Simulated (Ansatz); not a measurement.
Te2W:
```xyz
12
Lattice="3.4450 0.0000 0.0000 0.0000 6.2157 0.0000 0.0000 0.0000 13.8427" Properties=species:S:1:pos:R:3 pbc="T T T"
Te     1.7225     4.9258    12.5111
Te     0.0000     1.2899     5.5897
Te     1.7225     4.3629     4.9527
Te     0.0000     1.8528    11.8740
Te     0.0000     5.3266     9.1002
Te     1.7225     0.8891     2.1789
Te     0.0000     4.0193     1.5385
Te     1.7225     2.1964     8.4598
W      1.7225     5.9557     7.1351
W      0.0000     0.2600     0.2137
W      1.7225     2.4695    13.8389
W      0.0000     3.7462     6.9175
```

Relaxed with LDA. Special points in fractions of this cell's reciprocal vectors: Γ (0.000, 0.000, 0.000); X (0.500, 0.000, 0.000); S (0.500, 0.500, 0.000); Y (0.000, 0.500, 0.000); Z (0.000, 0.000, 0.500); U (0.500, 0.000, 0.500); R (0.500, 0.500, 0.500); T (0.000, 0.500, 0.500).

Problem. List the band energies nearest the Fermi level at these points for the program Ansatz at the LDA level (PAW).

Solution. In eV from the Fermi level; about four levels below and three above (degenerate sets whole), none deeper than 8.9 eV; points with the same levels are listed once.

```
k                    below                above
-  -----------------------  -------------------
Γ  -0.57 -0.36 -0.11 -0.06       0.03 0.88 0.92
X  -1.74 -1.74 -1.66 -1.66  1.33 1.33 1.53 1.53
S  -1.16 -1.16 -1.10 -1.10  1.34 1.34 1.38 1.38
Y  -0.90 -0.89 -0.73 -0.62       0.22 0.27 0.77
Z  -0.11 -0.11 -0.06 -0.06  0.90 0.90 1.26 1.26
U  -1.77 -1.77 -1.63 -1.63  1.24 1.24 1.50 1.50
R  -1.17 -1.17 -1.10 -1.10  1.28 1.28 1.39 1.39
T  -0.89 -0.89 -0.56 -0.56  0.27 0.27 0.80 0.80
```

Space group Pmn2_1. The workflow started from a Materials Project entry (that database holds measured and hypothetical structures alike); the Crystallography Open Database files this formula in space group No. 31, but the cells were not matched. Whether it is the stable phase at ambient conditions was not checked. Symmetry was held in the LDA relaxation; its stability against distortions is not shown here. No spin polarisation was allowed. A crystal of weakly bound layers computed without a dispersion correction: the cell and the soft elastic constants depend strongly on that. Scalar-relativistic: spin–orbit coupling is off unless named, which matters more the heavier the elements.

Potentials: the earlier of the program's two PAW sets. The files were generated under PBE; for other functionals the program regenerates the frozen cores, and for LDA and PBEsol the local potential too.
